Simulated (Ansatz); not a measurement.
Pd (fcc (Cu type), Fm-3m) under volume change, r²SCAN+D4 in the plane-wave PAW code Ansatz, scaled uniformly.

```tsv
V (Å³/atom)	E − E(relaxed) (meV/atom)	P (GPa)
13.458	87.9	23.42
13.902	36.4	14.06
14.346	8.5	6.35
14.789	0.0	0.00
15.233	?	?
15.677	28.1	-9.51
16.120	?	?
```

Complete the blanks.


- 16.120, E − E(relaxed) (meV/atom): 59.4
- 16.120, P (GPa): -13.00
- 15.233, E − E(relaxed) (meV/atom): 7.5
- 15.233, P (GPa): -5.23

What does a third-order Birch–Murnaghan fit give for V₀, B₀ and B′?

V₀ = 14.79 Å³/atom, B₀ = 192 GPa, B′ = 5.5.

The r²SCAN+D4 relaxation kept the symmetry of its start. The run is not spin-polarised. The pairwise dispersion correction was not fitted to metals.

Potentials: the later of the program's two PAW sets.
